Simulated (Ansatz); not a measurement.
A relaxation computed with Ansatz, from input to last step.

```yaml
crystal:
  lattice:
    - [3.9620770264, 0.0, 0.0]
    - [-1.9810385132, 3.4312593566, 0.0]
    - [0.0, 0.0, 6.9461487531]
  atoms:
    - { symbol: Sr, position: [0.6666666667, 0.3333333333, 0.5] }
    - { symbol: Ca, position: [0.0, 0.0, 0.0] }
basis:
  ecutwfc: 500
kpoints:
  mp_grid: { grid: [12, 12, 6] }
hamiltonian:
  xc: r2scan
scf:
  occupations: { method: gaussian, width: 0.1 }
output:
  forces: true
  stress: true
  eigenvalues: true
relax:
  adjacent_minimum: "off"
  f_tol: 0.008
  max_steps: 40
  cell: { stress_tol: 0.015, fix: [a, b, gamma] }
```

```bash
ansatz run input.yaml --threads 1 --pin off --max-ram 1331MiB --backend cpu --events-out ev --progress --plain --runs-dir out
```

Computed with DFT r2SCAN, scalar-relativistic, plane waves, PAW in Ansatz.

Of 5 frames 4 are shown, positions in Å and forces in eV/Å; the SCF threshold varies from step to step. Steps run on the plane waves of an earlier cell, with a Pulay correction in the pressure. The basis is chosen afresh for the last frame, the zero of the energies, and at times for earlier ones too; energy and pressure step there, also at an unchanged geometry.

```xyz
2
Lattice="3.9621 0.0000 0.0000 -1.9810 3.4313 0.0000 0.0000 0.0000 6.9461" Properties=species:S:1:pos:R:3:forces:R:3 pbc="T T T" step=1 free_energy_over_end_meV_per_atom=1.90 pressure_GPa=0.78
Sr    1.9810    1.1438    3.4731    0.0000    0.0000    0.0000
Ca    0.0000    0.0000    0.0000    0.0000    0.0000    0.0000
2
Lattice="3.9621 0.0000 0.0000 -1.9810 3.4313 0.0000 0.0000 0.0000 6.8882" Properties=species:S:1:pos:R:3:forces:R:3 pbc="T T T" step=2 free_energy_over_end_meV_per_atom=0.50 pressure_GPa=0.92
Sr    1.9810    1.1438    3.4441    0.0000    0.0000    0.0000
Ca    0.0000    0.0000    0.0000    0.0000    0.0000    0.0000
2
Lattice="3.9621 0.0000 0.0000 -1.9810 3.4313 0.0000 0.0000 0.0000 6.8180" Properties=species:S:1:pos:R:3:forces:R:3 pbc="T T T" step=3 free_energy_over_end_meV_per_atom=-0.06 pressure_GPa=1.10
Sr    1.9810    1.1438    3.4090    0.0000    0.0000    0.0000
Ca    0.0000    0.0000    0.0000    0.0000    0.0000    0.0000
2
Lattice="3.9621 0.0000 0.0000 -1.9810 3.4313 0.0000 0.0000 0.0000 6.8260" Properties=species:S:1:pos:R:3:forces:R:3 pbc="T T T" step=5 free_energy_over_end_meV_per_atom=0.00 pressure_GPa=1.08
Sr    1.9810    1.1438    3.4130    0.0000    0.0000    0.0000
Ca    0.0000    0.0000    0.0000    0.0000    0.0000    0.0000
```